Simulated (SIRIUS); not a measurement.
A self-consistent single point of CdSe (F-43m, 8 atoms in the cell; from Materials Project mp-2691, changed as shown).

```xyz
8
Lattice="6.2634 0.0000 0.0000 0.0000 6.2634 0.0000 0.0000 0.0000 6.2634" Properties=species:S:1:pos:R:3 pbc="T T T"
Cd     0.0000     0.0000     0.0000
Cd     0.0000     3.1317     3.1317
Cd     3.1317     0.0000     3.1317
Cd     3.1317     3.1317     0.0000
Se     1.5658     1.5658     1.5658
Se     1.5658     4.6975     4.6975
Se     4.6975     1.5658     4.6975
Se     4.6975     4.6975     1.5658
```

Method: PBE, GBRV PBE ultrasoft pseudopotentials (plane waves; SIRIUS).

SIRIUS settings:

| key | value |
|---|---|
| parameters.ngridk | 4 4 4 |
| parameters.xc_functionals | [XC_GGA_X_PBE, XC_GGA_C_PBE] |
| parameters.gk_cutoff | 6.325 1/bohr |
| parameters.pw_cutoff | 14.143 1/bohr |
| parameters.smearing | fermi_dirac |
| parameters.smearing_width | 0.00183747 Ha |
| potentials | GBRV PBE ultrasoft pseudopotentials |
| parameters.electronic_structure_method | pseudopotential |
| parameters.num_bands | 43 |
| parameters.num_mag_dims | 0 |
| parameters.num_dft_iter | 100 |
| parameters.energy_tol | 1e-07 Ha |
| parameters.density_tol | 1e-06 |
| mixer.type | anderson |
| mixer.beta | 0.5 |
| mixer.use_hartree | true |

**Question.** Estimate, at this level of theory: gap on the k-point mesh and pressure.

**Answer.** The run gave:

| Item | Result |
|---|---|
| Gap on the k-point mesh | 0.40 eV |
| Pressure | -1.38 GPa |

The gap is read on the k-point mesh of the run and can differ from the gap over the whole zone at this level.

For comparison: a first run was changed to give this one (lattice scaled by 1.02), and from it to this one the free energy is nearly the same (within 1 meV/atom), the pressure goes from 1.29 to -1.38 GPa and the gap on the mesh goes from 0.521 to 0.402 eV.

The structure comes from a collection of computed structures, made at another level of theory; the collection holds predicted forms beside known ones.

Cost on one core: very roughly 70 core-seconds.
